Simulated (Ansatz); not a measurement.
Is this Si5Ge2 structure a true minimum?

The cell was found from a structure generator's guess, not taken from experiment.

These are results of Ansatz 0.2.0, DFT PBE, scalar-relativistic, plane waves, PAW, not measurements. Cutoff 420 eV; k points 6×6×6 on the computed 7-atom cell (Γ-centred); Gaussian smearing, width 0.02 eV; no spin polarisation.

The cell below (7 atoms, space group R32 (No. 155)) is relaxed within its symmetry.

```
Si Ge
1.0
     3.28914    1.89899    4.36010
    -3.28914    1.89899    4.36010
     0.00000   -3.79797    4.36010
Si Ge
5 2
Direct
  0.11433 0.11433 0.11433
  0.88567 0.88567 0.88567
  0.71964 0.00000 0.28036
  0.28036 0.71964 0.00000
  0.00000 0.28036 0.71964
  0.69972 0.69972 0.69972
  0.30028 0.30028 0.30028
```

For the test it was strained at random (σ = 1.5 % a component), the atoms were moved at random (σ = 0.15 Å), and all was relaxed again on a coarse 3×3×3 mesh (in the run’s order of axes) with 0.10 eV smearing, with no symmetry imposed.

Problem. Does it come back?

Solution. It returns, within 1 meV/atom of the unmoved cell on that mesh and with the same symmetry when read at 0.1 Å. So it is stable against the distortions that fit this cell and that this random move excites. Modes that don't fit the cell aren't tested.
